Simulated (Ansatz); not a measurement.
Ta₂N (anti-CdI2 type, P-3m1) under volume change, r²SCAN (plane waves, PAW; program Ansatz), shape and atoms relaxed at each volume.

| V (Å³/atom) | E − E(relaxed) (meV/atom) | P (GPa) |
|---|---|---|
| 12.150 | 115.8 | 33.52 |
| 12.550 | [?] | [?] |
| 12.951 | [?] | [?] |
| 13.351 | 0.0 | 0.00 |
| 13.752 | 10.4 | -8.09 |
| 14.152 | 39.4 | -14.95 |
| 14.553 | 84.2 | -20.74 |

Question: Complete the blanks.

Answer: 
- 12.951, E − E(relaxed) (meV/atom): 11.5
- 12.951, P (GPa): 9.46
- 12.550, E − E(relaxed) (meV/atom): 48.7
- 12.550, P (GPa): 20.56

Question: What does a third-order Birch–Murnaghan fit give for V₀, B₀ and B′?

Answer: V₀ = 13.35 Å³/atom, B₀ = 290 GPa, B′ = 4.3.

Symmetry was held in the r²SCAN relaxation. The run is not spin-polarised. The volume moved by 19 % from the start of the relaxation. Spin–orbit coupling is left out wherever it is not named.

Potentials: the later of the program's two PAW sets.
